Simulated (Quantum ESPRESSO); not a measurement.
## Kohn-Sham bands of HgSe (zinc blende)

```xyz
2
Lattice="0.0000 3.0963 3.0963 3.0963 0.0000 3.0963 3.0963 3.0963 0.0000" Properties=species:S:1:pos:R:3 pbc="T T T"
Hg     0.0000     0.0000     0.0000
Se     1.5482     1.5482     1.5482
```

Materials Project entry mp-820; symmetrised, unrelaxed at this level. COD (Crystallography Open Database) has an entry of this formula and space group (matched by these alone). Computed values, not measurements, from PBE: Quantum ESPRESSO (norm-conserving PseudoDojo potentials, cutoff 69 Ry, no spin polarisation, no spin-orbit coupling) on a Γ-centred 8×8×8 mesh, then Wannier90. Density: 8×8×8 mesh, Gaussian smearing 0.01 Ry. Spin-orbit coupling is left out although heavy elements are present.

### Question
List the Kohn-Sham levels between −8 and 3.0 eV relative to the Fermi level at the high-symmetry points, as a band run of pw.x on that density gives them (levels within 2 meV counted together).

### Answer
| point | k (reciprocal lattice) | levels (eV) |
|---|---|---|
| Γ | 0.000 0.000 0.000 | -6.91 (×3), -6.26 (×2), -1.07, -0.07 (×3) |
| X | -0.500 -0.500 0.000 | -6.74, -6.47 (×2), -6.16, -5.93, -4.89, -2.14 (×2), 2.67 |
| U | -0.375 -0.375 0.250 | -6.69, -6.54, -6.39, -6.21, -5.80, -5.02, -2.68, -1.76, 2.81 |
| K | -0.375 0.000 0.375 | -6.69, -6.54, -6.39, -6.21, -5.80, -5.02, -2.68, -1.76, 2.81 |
| L | 0.000 0.000 0.500 | -6.76 (×2), -6.22 (×2), -5.97, -5.20, -0.94 (×2), 1.04 |
| W | -0.500 -0.250 0.250 | -6.64, -6.56, -6.31, -6.30, -5.73, -5.05, -2.52, -2.27 |
